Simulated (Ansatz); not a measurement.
# A plane-wave run on CsCd4As3

input.yaml (Ansatz 0.2.0)

```yaml
crystal:
  lattice:
    - [4.569582, -0.025401, 0.02368]
    - [-0.025401, 4.444702, 0.016075]
    - [0.056777, 0.038541, 10.857415]
  atoms:
    - { symbol: Cs, position: [0.999512, 0.001156, 0.509635] }
    - { symbol: Cd, position: [0.015222, 0.495706, 0.158233] }
    - { symbol: Cd, position: [0.49413, 0.992928, 0.141535] }
    - { symbol: Cd, position: [0.02605, 0.498478, 0.848017] }
    - { symbol: Cd, position: [0.514205, 0.977602, 0.832276] }
    - { symbol: As, position: [0.444473, 0.521839, 0.316545] }
    - { symbol: As, position: [0.513014, 0.493316, 0.693492] }
    - { symbol: As, position: [0.017329, 0.000286, 0.987244] }
kpoints:
  mp_grid: { grid: [4, 4, 2], shift: [0.0, 0.5, 0.0] }
magnetization:
  spin_polarized: false
scf:
  occupations: { method: fermi_dirac }
  lower_state_search: "off"
  max_iter: 200
hamiltonian:
  pseudopotentials: { kind: paw }
  xc: r2scan
  hubbard:
    projectors: all-electron-ortho-atomic
    sites: [{ species: Cd, l: d, u_eff: 2.51 }]
basis:
  ecutwfc: 500
  fft_grid_basis: typed
output:
  forces: true
  stress: true
  eigenvalues: true
  bader: true
  populations: true
  elf: true
  write_potential: true
  volumetric_format: npy
  dos:
    e_range: [-12, 8]
    de: 0.05
    projected: { site_lists: { As: [As], Cd: [Cd], Cs: [Cs] } }
checkpoint:
  read: saved_state
```

The saved state is an earlier solution for the same cell, perhaps on another mesh. 

Excerpt of what it printed:

```
SCF iter   1: F=-53354.5455 eV  Δρ=2.06e-3  dr2=1.14e-2  dr2_τ=5.98e-4
SCF iter   2: F=-53354.5549 eV  Δρ=1.08e-3  dr2=8.71e-4  dr2_τ=2.30e-4
SCF iter   3: F=-53354.5555 eV  Δρ=6.43e-4  dr2=1.36e-4  dr2_τ=7.45e-5
SCF iter   4: F=-53354.5555 eV  Δρ=8.02e-5  dr2=1.12e-5  dr2_τ=1.08e-6
SCF iter   5: F=-53354.5556 eV  Δρ=3.50e-5  dr2=2.42e-6  dr2_τ=1.27e-7
SCF iter   6: F=-53354.5556 eV  Δρ=8.38e-6  dr2=2.07e-7  dr2_τ=1.24e-8
SCF iter   7: F=-53354.5556 eV  Δρ=2.54e-6  dr2=3.01e-8  dr2_τ=1.02e-9
Free energy (F): -53354.5556 eV
Harris-Foulkes:  -53354.5556 eV  (|F-HF|=1.72e-8)
Internal energy: -53354.5480 eV  (E = F + TS)
E sigma→0 (E₀):  -53354.5518 eV
Entropy (-TS):   -0.0076 eV (-0.946 meV/atom)
Fermi energy:    9.5548 eV
--- Forces (eV/Å), atoms counted from 1 ---
  atom   1  Cs    -0.0870     0.0309    -0.1450
  atom   2  Cd    -0.7180    -0.0415     0.6439
  atom   3  Cd     0.2721     0.1501     1.1606
  atom   4  Cd    -0.2408    -0.0866    -0.9998
  atom   5  Cd     0.1535     0.3822    -0.4765
  atom   6  As     0.8146    -0.2086    -1.4987
  atom   7  As     0.0728    -0.2334     0.5654
  atom   8  As    -0.2673     0.0069     0.7502
--- Stress (GPa, compression-positive) ---
        0.3516       0.2653       0.5756
        0.2653       1.3866      -0.1014
        0.5756      -0.1013      -0.1885
  P = ⅓ Tr σ = 0.5165 GPa (5.165 kbar)
--- Bader charges: 8 sites ---
  site symbol  charge [e]  shift [e]
     0     Cs      0.7693     0.0000
     1     Cd      0.4586     0.0005
     2     Cd      0.4588     0.0001
     3     Cd      0.4970     0.0007
     4     Cd      0.4726     0.0007
     5     As     -0.8473     0.0005
     6     As     -0.8889     0.0007
     7     As     -0.9202     0.0008
```

Origin: a strained cell with displaced atoms, so it need not be a known compound. Caveats: a Hubbard term without moments, so a magnetic state may lie lower; atoms or cell far from equilibrium.
